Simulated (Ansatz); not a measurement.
A sound run on YI (P-3m1), volume scaled by 0.82, no spin polarisation (Ansatz 0.2.0, DFT, LDA, PAW with Ansatz's default frozen-core files, scalar-relativistic):

```yaml
crystal:
  lattice:
    - [3.7027523489, 0.0, 0.0]
    - [-1.8513761744, 3.206677598, 0.0]
    - [0.0, 0.0, 10.3702805396]
  atoms:
    - { symbol: "Y", position: [0.6666666667, 0.3333333333, 0.626727] }
    - { symbol: "Y", position: [0.3333333333, 0.6666666667, 0.373273] }
    - { symbol: I, position: [0.3333333333, 0.6666666667, 0.819975] }
    - { symbol: I, position: [0.6666666667, 0.3333333333, 0.180025] }
kpoints:
  mp_grid: { grid: [7, 7, 3] }
scf:
  occupations: { method: fermi_dirac, width: 0.05 }
hamiltonian:
  xc: lda
  pseudopotentials: { kind: paw }
output:
  forces: true
  stress: true
  eigenvalues: true
  write_density: true
  write_potential: true
  elf: true
  volumetric_format: npy
```

It converged in 8 iterations. The run has no spin polarisation. Pressure 5.65 GPa.

The input is then changed, output keys apart:

```diff
+  max_iter: 50
-  pseudopotentials: { kind: paw }
+  pseudopotentials: { kind: nc }
+magnetization:
+  spin_polarized: true
+  spin_orbit: true
```

Question: What does the program do with it?

Answer: The input was rejected before any iteration. The fault put in on purpose is spin-orbit coupling on scalar files; the log may name another complaint first.
```
Error: 2 input errors — fix all and re-run
  1. inconsistent input (magnetization.spin_orbit, magnetization.noncollinear): true requires noncollinear: true — spin–orbit coupling acts on 2-spinor wavefunctions; set both flags
  2. inconsistent input (magnetization.spin_orbit, hamiltonian.pseudopotentials.kind): true requires a fully-relativistic hamiltonian.pseudopotentials.kind (nc_fr or paw_fr), or kind: all_electron without datasets and azcp, which then solves Dirac's equation on LAPW. paw_fr resolves this project's PAW files (source: ansatz) by j as it reads them
```
